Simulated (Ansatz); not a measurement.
Starting cell, Li (fcc, Cu type):

```
Li
1.0
    0.00000     4.23351     4.23351
    2.11676     0.00000     2.11676
    2.11676     2.11676     0.00000
Li
2
Direct
  0.00000   0.00000   0.00000
  0.50000   0.00000   0.00000
```

The atoms are displaced by Q × the pattern below (from a DFPT mode at L = (0.5, 0.0, 0.0), largest move 1; Q in Å), at fixed cell. (q is in reciprocal vectors of the primitive cell; the cell shown is doubled to hold the pattern.)

```json
[
 {"atom": "Li1", "x": "0.577", "y": "-0.577", "z": "-0.577"},
 {"atom": "Li2", "x": "-0.577", "y": "0.577", "z": "0.577"}
]
```

Method: LDA (plane waves to 420 eV, PAW, scalar-relativistic; Ansatz, a quantum-chemistry and plane-wave program). k mesh 19×19×19 (Γ-centred), Fermi-Dirac smearing 0.05 eV. Energies are smeared free energies. With partly filled bands, energies and forces of such displacements shift with the k mesh and the smearing. Li was relaxed with its symmetry unable to fall. This is one of several known forms of Li; the measured ambient cells at hand have space group No. 229. ΔE is measured from the undisplaced structure. The last digit holds for this mesh only.

```json
[
 {"Q (Å)": "-0.180", "ΔE (meV/cell)": "92.0"},
 {"Q (Å)": "-0.150", "ΔE (meV/cell)": "withheld"},
 {"Q (Å)": "-0.120", "ΔE (meV/cell)": "40.6"},
 {"Q (Å)": "-0.090", "ΔE (meV/cell)": "22.8"},
 {"Q (Å)": "-0.060", "ΔE (meV/cell)": "10.1"},
 {"Q (Å)": "-0.030", "ΔE (meV/cell)": "2.5"},
 {"Q (Å)": "0.000", "ΔE (meV/cell)": "0.0"},
 {"Q (Å)": "0.030", "ΔE (meV/cell)": "2.5"},
 {"Q (Å)": "0.060", "ΔE (meV/cell)": "10.1"},
 {"Q (Å)": "0.090", "ΔE (meV/cell)": "22.8"},
 {"Q (Å)": "0.120", "ΔE (meV/cell)": "40.6"},
 {"Q (Å)": "0.150", "ΔE (meV/cell)": "withheld"},
 {"Q (Å)": "0.180", "ΔE (meV/cell)": "92.0"}
]
```

Problem. Fit an even polynomial form (powers 2, 4) to the given rows and predict ΔE at Q = -0.150.

Solution. Least squares on the 11 given rows: ΔE = (2804)·Q² + (1093)·Q⁴, in meV/cell with Q in Å; root-mean-square residual 0.01 meV/cell. At -0.150 the fit gives 63.6 meV/cell; the calculation gives 63.6 meV/cell, the same to the digits shown. The quadratic term alone would give 63.1 meV/cell.

(A displaced cell: forces are minus the slopes of the energy, force constants its curvatures, and phonons follow from these.)
